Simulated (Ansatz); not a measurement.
Input file for Ansatz (a quantum-chemistry and plane-wave program):

Ansatz 0.2 input:
```yaml
crystal:
  lattice:
    - [2.0455072642, -7.2840055961, 0.0]
    - [2.0455072642, 7.2840055961, 0.0]
    - [0.0, 0.0, 5.8228414267]
  atoms:
    - { symbol: Ba, position: [0.6506808696, 0.3493191304, 0.1462873184] }
    - { symbol: Ba, position: [0.3493191304, 0.6506808696, 0.6462873184] }
    - { symbol: Mg, position: [0.9155562962, 0.0844437038, 0.1898271765] }
    - { symbol: Mg, position: [0.0844437038, 0.9155562962, 0.6898271765] }
    - { symbol: F, position: [0.4209148361, 0.5790851639, 0.2037329361] }
    - { symbol: F, position: [0.5790851639, 0.4209148361, 0.7037329361] }
    - { symbol: F, position: [0.8027851602, 0.1972148398, 0.3812491397] }
    - { symbol: F, position: [0.1972148398, 0.8027851602, 0.8812491397] }
    - { symbol: F, position: [0.0284398535, 0.9715601465, 0.0085592108] }
    - { symbol: F, position: [0.9715601465, 0.0284398535, 0.5085592108] }
    - { symbol: F, position: [0.1636203191, 0.8363796809, 0.4198242184] }
    - { symbol: F, position: [0.8363796809, 0.1636203191, 0.9198242184] }
kpoints:
  mp_grid: { grid: [7, 7, 5] }
hamiltonian:
  xc: pbesol
  pseudopotentials: { kind: paw }
scf:
  occupations: { method: fixed }
elastic: { mode: relaxed_ion, stencil: two_point, amplitude: 0.005, f_tol: 0.0005 }
output: { polarization: {} }
```

Output (shortened):

```
Pseudopotential: Ba, paw, valence charge 10
Pseudopotential: Mg, paw, valence charge 10
Pseudopotential: F, paw, valence charge 7
Functional definition: PBEsol
Crystal: 12 atoms, lattice volume = 173.515 Å³
Basis set: ecut = 420 eV, 3361 PW (Γ), exchange–correlation on 108×108×80 points (8 copies of the dense FFT grid, shifted against one another)
Bands: 60, of which v1, the nominal top of the filled ones, is band 48 counted from 1 (47 counted from 0)
Symmetry: 4 space group operations
Space group: Cmc21 (ITA 36), of the structure as read, at distance tolerance 5.6e-5 Å
k-points: 48 of 245 (time reversal used)
SCF 1 converged in 14 iterations: F = -21975.120036 eV  dr2 = 6.28e-15
relax step   1: F+E_penalty+E_count = -21975.12003638 eV  Δ(F+E_penalty+E_count) = +0.000e0 eV  max|allowed force component| = 1.633e-3 eV/Å  Δτ_max = 0.0000 Å  (14 SCF iters, accepted)
Crystal: 12 atoms, lattice volume = 173.515 Å³
SCF 2 converged in 11 iterations: F = -21975.120037 eV  dr2 = 7.13e-14
relax step   2: F+E_penalty+E_count = -21975.12003655 eV  Δ(F+E_penalty+E_count) = -1.745e-7 eV  max|allowed force component| = 1.751e-3 eV/Å  Δτ_max = 0.0004 Å  (11 SCF iters, accepted)
Crystal: 12 atoms, lattice volume = 173.515 Å³
SCF 3 converged in 9 iterations: F = -21975.120037 eV  dr2 = 4.76e-14
relax step   3: F+E_penalty+E_count = -21975.12003721 eV  Δ(F+E_penalty+E_count) = -6.603e-7 eV  max|allowed force component| = 7.402e-4 eV/Å  Δτ_max = 0.0002 Å  (9 SCF iters, accepted)
Crystal: 12 atoms, lattice volume = 173.515 Å³
SCF 4 converged in 8 iterations: F = -21975.120037 eV  dr2 = 4.30e-14
relax step   4: F+E_penalty+E_count = -21975.12003741 eV  Δ(F+E_penalty+E_count) = -1.978e-7 eV  max|allowed force component| = 4.935e-4 eV/Å  Δτ_max = 0.0001 Å  (8 SCF iters, accepted)
Crystal: 12 atoms, lattice volume = 173.515 Å³
SCF 5 converged in 10 iterations: F = -21975.120037 eV  dr2 = 1.50e-15
Crystal: 12 atoms, lattice volume = 172.647 Å³
Basis set: ecut = 420 eV, 3353 PW (Γ), exchange–correlation on 108×108×80 points (8 copies of the dense FFT grid, shifted against one another)
SCF 6 converged in 14 iterations: F = -21975.117966 eV  dr2 = 6.15e-14
relax step   1: F+E_penalty+E_count = -21975.11796606 eV  Δ(F+E_penalty+E_count) = +0.000e0 eV  max|allowed force component| = 1.840e-2 eV/Å  Δτ_max = 0.0000 Å  (14 SCF iters, accepted)
Crystal: 12 atoms, lattice volume = 172.647 Å³
SCF 7 converged in 11 iterations: F = -21975.117992 eV  dr2 = 3.81e-14
relax step   2: F+E_penalty+E_count = -21975.11799163 eV  Δ(F+E_penalty+E_count) = -2.557e-5 eV  max|allowed force component| = 1.537e-2 eV/Å  Δτ_max = 0.0030 Å  (11 SCF iters, accepted)
Crystal: 12 atoms, lattice volume = 172.647 Å³
SCF 8 converged in 11 iterations: F = -21975.118045 eV  dr2 = 6.65e-15
relax step   3: F+E_penalty+E_count = -21975.11804524 eV  Δ(F+E_penalty+E_count) = -5.361e-5 eV  max|allowed force component| = 3.394e-3 eV/Å  Δτ_max = 0.0018 Å  (11 SCF iters, accepted)
Crystal: 12 atoms, lattice volume = 172.647 Å³
SCF 9 converged in 10 iterations: F = -21975.118050 eV  dr2 = 1.18e-14
relax step   4: F+E_penalty+E_count = -21975.11805004 eV  Δ(F+E_penalty+E_count) = -4.804e-6 eV  max|allowed force component| = 1.585e-3 eV/Å  Δτ_max = 0.0007 Å  (10 SCF iters, accepted)
Crystal: 12 atoms, lattice volume = 172.647 Å³
SCF 10 converged in 9 iterations: F = -21975.118052 eV  dr2 = 1.42e-14
relax step   5: F+E_penalty+E_count = -21975.11805197 eV  Δ(F+E_penalty+E_count) = -1.923e-6 eV  max|allowed force component| = 4.268e-4 eV/Å  Δτ_max = 0.0006 Å  (9 SCF iters, accepted)
[...]
--- Per-component energies (eV) ---
  E_band       = -956.736400
  E_kinetic    = 2149.950132
  E_local      = -8797.347120  (includes V_loc(G=0)·N_el)
  E_nonlocal   = 897.939398
  E_hartree    = 3306.004172
  E_xc         = -1027.064509
  E_vxc        = -1165.910370  (∫ρ·V_xc dr)
  E_paw        = -12392.629978  (= ΣΔE_a)
  E_vpaw       = -653.393157  (= ΣTr[D̂ρ^β])
  E_aug_tail   = 0.016375  (compensation charges beyond the density's cutoff)
  E_ewald      = -6112.748640
  E_core_change = 0.760132  (= ΣΔE_core)
  E_smearing   =  0.000000  (= −TS)
  E_closure    =  0.000000  (closes the sum)
  Σ components = -21975.120037   (vs F -21975.120037, Δ=0.00e0)
--- Forces (eV/Å), atoms counted from 1 ---
  atom   1  Ba     0.00000000     0.00001039    -0.00000753
  atom   2  Ba     0.00000000    -0.00001039    -0.00000753
  atom   3  Mg     0.00000000    -0.00049351     0.00033278
  atom   4  Mg     0.00000000     0.00049351     0.00033278
  atom   5  F      0.00000000     0.00004571    -0.00008870
  atom   6  F      0.00000000    -0.00004571    -0.00008870
  atom   7  F      0.00000000     0.00021908    -0.00008107
  atom   8  F      0.00000000    -0.00021908    -0.00008107
  atom   9  F      0.00000000    -0.00030642    -0.00012676
  atom  10  F      0.00000000     0.00030642    -0.00012676
  atom  11  F      0.00000000    -0.00007801    -0.00002841
  atom  12  F      0.00000000     0.00007801    -0.00002841
  max |Σ_I F_I| component: 6.43e-7 eV/Å
--- Stress (GPa, compression-positive) ---
       -0.005400       0.000000       0.000000
        0.000000       0.011665       0.000000
        0.000000       0.000000       0.002393
  P = ⅓ Tr σ = 0.0029 GPa (0.029 kbar)
--- Band table (eV; the first three rows and the last of 48) ---
  k-point 0: bands = ["-66.9041", "-66.9040", "-33.8670", "-33.8658", "-33.8617", "-33.8615", "-33.8612", "-33.8612", "-19.5681", "-19.4139", "-16.5184", "-16.3343", "-16.1038", "-15.9665", "-15.9624", "-15.8445", "-15.8084", "-15.8065", "-4.6473", "-4.6297", …
  k-point 1: bands = ["-66.9041", "-66.9040", "-33.8669", "-33.8660", "-33.8616", "-33.8615", "-33.8612", "-33.8612", "-19.5510", "-19.4259", "-16.5106", "-16.3749", "-16.1155", "-16.0221", "-15.9190", "-15.8378", "-15.7951", "-15.7776", "-4.6402", "-4.6356", …
  k-point 2: bands = ["-66.9041", "-66.9040", "-33.8667", "-33.8663", "-33.8614", "-33.8614", "-33.8613", "-33.8613", "-19.5083", "-19.4603", "-16.4870", "-16.4418", "-16.1207", "-16.0918", "-15.8658", "-15.8431", "-15.7649", "-15.7495", "-4.6496", "-4.6449", …
  k-point 47: bands = ["-66.9041", "-66.9040", "-33.8667", "-33.8664", "-33.8614", "-33.8614", "-33.8613", "-33.8613", "-19.5032", "-19.4634", "-16.5227", "-16.4473", "-16.0979", "-16.0844", "-15.8481", "-15.8381", "-15.7678", "-15.7580", "-4.6747", …
--- Elastic constants: 6 strain directions × 2 members + reference (group order 4) ---
  dense FFT box of the reference and of every strained cell: 54×54×40
  strains applied: 11, 22, 33, 23, 13, 12; error gains …
  reference relaxed by the batch: 4 steps …
  largest displacement 2.6e-4 Å; the constants are those of the deck's cell at these positions:
  atoms:
    - { symbol: Ba, position: [0.6506784773985606, 0.3493215226014394, 0.1462920172236634] }
    - { symbol: Ba, position: [0.3493215226014394, 0.6506784773985606, 0.6462920172236634] }
    - { symbol: Mg, position: [0.9155619506604813, 0.08443804933951876, 0.1898363087663154] }
    - { symbol: Mg, position: [0.08443804933951876, 0.9155619506604813, 0.6898363087663154] }
    - { symbol: F, position: [0.4209228001876971, 0.5790771998123029, 0.2037362568422488] }
    - { symbol: F, position: [0.5790771998123029, 0.4209228001876971, 0.703736256842249] }
    - { symbol: F, position: [0.8027727059982313, 0.19722729400176875, 0.3812176430223406] }
    - { symbol: F, position: [0.19722729400176875, 0.8027727059982313, 0.8812176430223405] }
    - { symbol: F, position: [0.028455892340112754, 0.9715441076598872, 0.0085777876082205] }
    - { symbol: F, position: [0.9715441076598872, 0.028455892340112754, 0.5085777876082206] }
    - { symbol: F, position: [0.1636209443783243, 0.8363790556216757, 0.41981998643721147] }
    - { symbol: F, position: [0.8363790556216757, 0.1636209443783243, 0.9198199864372115] }
  C = ∂σ_k/∂η_j (tension-positive GPa; Voigt order 11 22 33 23 13 12):
       141.772     36.706     66.456      0.000      0.000      0.000
        36.683     77.359     31.432      0.000      0.000      0.000
        66.481     31.458     95.833      0.000      0.000      0.000
         0.000      0.000      0.000     22.187      0.000      0.000
         0.000      0.000      0.000      0.000     52.204      0.000
         0.000      0.000      0.000      0.000      0.000     30.707
  reference stress σ⁰ (GPa):      0.005     -0.012     -0.002      0.000      0.000      0.000
  moduli (Voigt/Reuss/Hill, GPa): K = 64.91/57.35/61.13   G = 33.04/29.39/31.21   E = 80.02   ν = 0.282
  mechanically stable: yes (min eigenvalue of sym C = 22.19 GPa)
  e, the proper piezoelectric tensor (elastic.mode: relaxed_ion; C/m²; rows x y z; Voigt order 11 22 33 23 13 12):
       0.00000    0.00000    0.00000    0.00000    0.01930    0.00000
       0.00000    0.00000    0.00000    0.85057    0.00000    0.00000
       0.00622   -0.16503   -0.59473    0.00000    0.00000    0.00000
  ±, each entry's uncertainty from the finite density of the strings (C/m²), an estimate: the size of the correction for it that the entry includes:
       0.00000    0.00000    0.00000    0.00000    0.00007    0.00000
       0.00000    0.00000    0.00000    0.00070    0.00000    0.00000
       0.00046    0.00035    0.00048    0.00000    0.00000    0.00000
  strain η (Voigt 11):  stress-route row diagonal C_11 = 141.77 GPa, energy-path curvature d²(F+E_count+ΔE)/dδ²/Ω₀ = 141.75 GPa
         δ    σ_11 (GPa)             F (eV)   n_scf  n_hpsi   n_pw
    -5.000e-3      -0.7180      -21975.1180520      10   48219   3393   relax 5 steps, max|allowed force component| 4.27e-4 eV/Å
     5.000e-3       0.6998      -21975.1181549      10   48239   3433   relax 6 steps, max|allowed force component| 1.60e-4 eV/Å
  strain η (Voigt 22):  stress-route row diagonal C_22 = 77.36 GPa, energy-path curvature d²(F+E_count+ΔE)/dδ²/Ω₀ = 77.23 GPa
         δ    σ_22 (GPa)             F (eV)   n_scf  n_hpsi   n_pw
    -5.000e-3      -0.4040      -21975.1190303      10   48332   3401   relax 7 steps, max|allowed force component| 2.24e-4 eV/Å
     5.000e-3       0.3696      -21975.1189108      10   49044   3425   relax 7 steps, max|allowed force component| 1.70e-4 eV/Å
  strain η (Voigt 33):  stress-route row diagonal C_33 = 95.83 GPa, energy-path curvature d²(F+E_count+ΔE)/dδ²/Ω₀ = 96.32 GPa
         δ    σ_33 (GPa)             F (eV)   n_scf  n_hpsi   n_pw
    -5.000e-3      -0.4862      -21975.1185236      10   48173   3399   relax 7 steps, max|allowed force component| 2.24e-4 eV/Å
     5.000e-3       0.4721      -21975.1187303      10   48194   3425   relax 7 steps, max|allowed force component| 3.09e-4 eV/Å
  strain η (Voigt 23):  stress-route row diagonal C_44 = 22.19 GPa, energy-path curvature d²(F+E_count+ΔE)/dδ²/Ω₀ = 22.18 GPa
         δ    σ_23 (GPa)             F (eV)   n_scf  n_hpsi   n_pw
    -5.000e-3      -0.1109      -21975.1197565      10   74358   3413   relax 7 steps, max|allowed force component| 2.68e-4 eV/Å
     5.000e-3       0.1109      -21975.1197565      10   74141   3413   relax 7 steps, max|allowed force component| 2.68e-4 eV/Å
  strain η (Voigt 13):  stress-route row diagonal C_55 = 52.20 GPa, energy-path curvature d²(F+E_count+ΔE)/dδ²/Ω₀ = 52.25 GPa
         δ    σ_13 (GPa)             F (eV)   n_scf  n_hpsi   n_pw
    -5.000e-3      -0.2610      -21975.1192698      10   72226   3410   relax 5 steps, max|allowed force component| 1.37e-4 eV/Å
     5.000e-3       0.2610      -21975.1192698      10   72229   3410   relax 5 steps, max|allowed force component| 1.37e-4 eV/Å
  strain η (Voigt 12):  stress-route row diagonal C_66 = 30.71 GPa, energy-path curvature d²(F+E_count+ΔE)/dδ²/Ω₀ = 30.71 GPa
         δ    σ_12 (GPa)             F (eV)   n_scf  n_hpsi   n_pw
    -5.000e-3      -0.1535      -21975.1196339      10   75579   3419   relax 3 steps, max|allowed force component| 4.63e-4 eV/Å
     5.000e-3       0.1535      -21975.1196339      10   75563   3419   relax 3 steps, max|allowed force component| 4.63e-4 eV/Å
--- Formal polarisation (Berry phase): one branch of a lattice of values; only differences between neighbouring runs are physical ---
  axis  mesh            electronic          ionic      p = total  spread (rad)  least overlap  resolved gap  δp at fixed H ≤   (phases in cycles; p mod 1 …
  b1    7×7×5           0.00000000    48.00000000    48.00000000      0.000339         0.9794        7.0430           4.4e-6
  b2    7×7×5           0.00000000    48.00000000    48.00000000      0.000339         0.9794        7.0430           4.4e-6
  b3    7×7×5           0.40065264    44.90948995    45.31014259      0.006533         0.9818        7.0430           3.1e-6
  quantum along a1:   0.04360304 e/Å² =    69.859766 µC/cm²
  quantum along a2:   0.04360304 e/Å² =    69.859766 µC/cm²
  quantum along a3:   0.03355820 e/Å² =    53.766170 µC/cm²
  P = (  1.13171222,   0.00000000,   1.52052700) e/Å² = ( 1813.202867,     0.000000,  2436.152831) µC/cm²  (mod the quanta)
```

Cost: around 50 core-minutes (rough) on shared cores.

Space group Cmc2_1. The first step of the workflow began from a Materials Project structure, measured or hypothetical; the Crystallography Open Database files this formula in space group No. 36, but the cells were not matched. Whether it is the stable phase at ambient conditions was not checked. The PBEsol relaxation kept the symmetry of its start; its stability against distortions is not shown here. Spin–orbit coupling is left out wherever it is not named.

Potentials: the later of the program's two PAW sets.

Ansatz is a plane-wave DFT program.
